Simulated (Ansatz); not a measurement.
# B$_{2}$O: reading a single point

```yaml
crystal:
  lattice:
    - [2.86509, 0.00000, 0.00000]
    - [-1.43255, 2.48124, 0.00000]
    - [0.00000, 0.00000, 7.01793]
  atoms:
    - { symbol: B, position: [0.00000, 0.00000, 0.38000] }
    - { symbol: B, position: [0.00000, 0.00000, 0.62000] }
    - { symbol: B, position: [0.66670, 0.33330, 0.02300] }
    - { symbol: B, position: [0.33330, 0.66670, 0.97700] }
    - { symbol: O, position: [0.66670, 0.33330, 0.30600] }
    - { symbol: O, position: [0.33330, 0.66670, 0.69400] }
```

Method: PBE, no spin polarisation; PAW, plane waves to 420 eV, 10×10×4 Γ-centred mesh, gaussian occupations (width 0.0236 eV) (Ansatz 0.2.0), atoms fixed.

Forces: The largest is on O5 (and as large on other atoms): 0.13 eV/Å, components (0.00, 0.00, -0.13). It makes 107° with the line to a nearest neighbour, B1 at 1.73 Å.
Electronic structure: It is a metal, with about 1.4 states/eV a cell as the mean within 0.25 eV of the Fermi level, mostly B p (73 %) and O s (13 %).
Stress: The pressure is -17.3 GPa (compression positive), so with the atoms held at these fractions the cell would first shrink. The principal stresses -26.9, -26.9, 2.1 GPa differ, so its shape would change too.
Formation energy: -0.15 eV an atom against the elements' usual phases (free molecules for gases, crystals otherwise, with no correction for O₂ or N₂), so it is bound against them; other compounds may still compete. Relaxing would lower it.

Origin: a database entry at a rescaled volume. Caveats: atoms or cell far from equilibrium.
